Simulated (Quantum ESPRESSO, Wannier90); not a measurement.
# LiCl (rock salt), plane waves to Wannier functions

```
begin unit_cell_cart
ang
    0.0000000000    2.5421200000    2.5421200000
    2.5421200000    0.0000000000    2.5421200000
    2.5421200000    2.5421200000    0.0000000000
end unit_cell_cart
begin atoms_frac
Li   0.0000000000  0.0000000000  0.0000000000
Cl   0.5000000000  0.5000000000  0.5000000000
end atoms_frac
```

Structure: Materials Project mp-22905, symmetrised, not relaxed again. COD (Crystallography Open Database) has an entry of this formula and space group (matched by these alone). Method: PBEsol plane waves in Quantum ESPRESSO 7.5 (PseudoDojo norm-conserving files, 60 Ry, no spin polarisation, no spin-orbit coupling), Bloch states on a 10×10×10 mesh through Γ, Wannier90 4.0.1. Density: 10×10×10 mesh, cold smearing 0.01 Ry.

A tight-binding model is made by disentanglement and projection with no localisation steps (num_iter = 0), so the 8 orbitals stay atom-like: hydrogen-like Li: s;p; Cl: s;p, axes along x, y, z; frozen window up to 7.78 eV relative to the valence-band maximum. It follows pw.x to 3.8 meV rms for states up to 7.3 eV relative to the valence-band maximum. Matrix elements depend on this choice of orbitals and windows.

Problem. What are the on-site energies relative to the valence-band maximum, and how fast do the hoppings decay?

Solution. 
```csv
atom,orbitals,energy (eV)
Li1,s,9.13
Li1,pz px py,9.98
Cl2,s,-12.11
Cl2,pz px py,-0.01
```

```csv
distance of the centres (Å),largest modulus (eV)
2–3,2.3
3–4,0.40
4–5,0.026
5–6,0.64
6–7,0.010
7–8,0.052
8–9,0.027
9–10,0.0078
10–11,0.016
11–12,0.0050
12–13,0.0025
```
